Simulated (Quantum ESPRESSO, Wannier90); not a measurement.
# Wannierisation of SiC (wurtzite)

Materials Project entry mp-7140; symmetrised, unrelaxed at this level. COD (Crystallography Open Database) has the formula in 5 space groups, this one among them (matched by group alone). Method: PBEsol plane waves in Quantum ESPRESSO 7.5 (PseudoDojo norm-conserving files, 66 Ry, no spin polarisation, no spin-orbit coupling), Bloch states on a 12×12×6 mesh through Γ, Wannier90 4.0.1. Density: 12×12×6 mesh, cold smearing 0.01 Ry.

```
begin unit_cell_cart
ang
    3.0735101131    0.0000000000    0.0000000000
   -1.5367550566    2.6617378367    0.0000000000
    0.0000000000    0.0000000000    5.0452500000
end unit_cell_cart
mp_grid = 12 12 6
```

Neighbour vectors b of the finite-difference formula (Å⁻¹), by shell:

| shell | b_x | b_y | b_z |
|---|---|---|---|
| 1 | 0.00000 | 0.19671 | 0.00000 |
| 1 | 0.17036 | 0.09836 | 0.00000 |
| 1 | 0.00000 | -0.19671 | 0.00000 |
| 1 | 0.17036 | -0.09836 | 0.00000 |
| 1 | -0.17036 | -0.09836 | 0.00000 |
| 1 | -0.17036 | 0.09836 | 0.00000 |
| 2 | 0.00000 | 0.00000 | 0.20756 |
| 2 | 0.00000 | 0.00000 | -0.20756 |

Q: Find the weights w_b from the completeness condition Σ_b w_b b_α b_β = δ_αβ.

A: Shell 1: Σ b_x² = 0.116, Σ b_y² = 0.116, Σ b_z² = 0.000 Å⁻²
Shell 2: Σ b_x² = 0.000, Σ b_y² = 0.000, Σ b_z² = 0.086 Å⁻²
Each of the three diagonal sums, weighted, has to give 1 and the off-diagonal ones 0, which holds for w_1 = 8.61 Å², w_2 = 11.6 Å². Check on xx: 8.61×0.116 + 11.61×0.000 = 1.00.

On this mesh the 8 functions of bands 1-8 (valence bands; start: s functions at the bond centres, conv_tol = 1.0e-6) end with spreads 1.2198, 1.2198, 1.2512, 1.2198, 1.2198, 1.2198, 1.2512, 1.2198 Å², Ω_I = 8.5704 Å² and Ω_D = 0.0104 Å².

Ω_total is the sum of the spreads, 9.821 Å². Ω_OD = Ω_total − Ω_I − Ω_D = 1.240 Å². Only (Ω_D + Ω_OD)/Ω_total = 12.7 % depends on the gauge, and another start could lower the total by that share at most. The rms radius is √(Ω_total/8) = 1.11 Å.
